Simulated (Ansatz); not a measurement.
## Cd$_{2}$PdO$_{2}$, a known structure type with other elements, at an estimated volume

```
Pd O Cd
1.0
     0.00000    3.09263    0.00000
     4.68334    0.00000    0.00000
     2.34167    1.54632   -5.08802
Pd O Cd
1 2 2
Cartesian
  0.0000 0.0000 0.0000
  4.6833 1.5463 -1.3972
  2.3417 3.0926 -3.6908
  2.3417 1.5463 -1.4493
  4.6833 3.0926 -3.6387
```

The numbers come from plane-wave PAW DFT (Ansatz): r2SCAN, no spin polarisation, 500 eV, 8×8×8 Γ-centred k points, fermi-dirac occupations (width 0.1 eV). Nothing was relaxed.

- Electronic structure: It is a metal, with about 1.5 states/eV a cell as the mean within 0.25 eV of the Fermi level, mostly Cd s (31 %), Pd d (25 %) and O p (23 %).
- Contacts: Pd–O at 2.08 Å: least valence density 0.64 e/Å³ and ELF 0.21 there. O–Cd at 2.34 Å: least valence density 0.35 e/Å³ and ELF 0.12 there. These are pseudo-fields; inside the PAW spheres they differ from the all-electron ones.
- Formation energy: -0.46 eV an atom against the elements' usual phases (free molecules for gases, crystals otherwise, with no correction for O₂ or N₂), so it is bound against them; other compounds may still compete. Relaxing would lower it.
- Forces: The largest is on O2 (and as large on other atoms): 0.93 eV/Å, components (0.00, 0.00, -0.93). It makes 132° with the line to a nearest neighbour, Pd1 at 2.08 Å.

Origin: a known structure type with other elements, at an estimated volume, so it need not be a known compound. Caveats: many states at the Fermi level without spin polarisation, so a magnetic state may lie lower.
